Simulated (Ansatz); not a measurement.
TePb:
```
TePb
1.0
    0.00000     3.26787     3.26787
    3.26787     0.00000     3.26787
    3.26787     3.26787     0.00000
Te Pb
1 1
Cartesian
  0.00000   0.00000   0.00000
  3.26787   3.26787   3.26787
```

r²SCAN in the plane-wave PAW code Ansatz gives a gap of 1.10 eV without spin–orbit coupling, maximum at L, minimum at L.

Task: What happens when spin–orbit coupling is switched on?

Result: The gap drops by 0.94 eV, to 0.16 eV; maximum at L, minimum at L.

Task: Give the electron effective mass with spin–orbit coupling.

Result: 0.020, 0.020, 0.23 mₑ (principal values).

Task: Give the hole effective mass with spin–orbit coupling.

Result: 0.022, 0.022, 0.32 mₑ (principal values).

Space group Fm-3m (rock salt). The r²SCAN relaxation kept the symmetry of its start.

Potentials: the earlier of the program's two PAW sets.
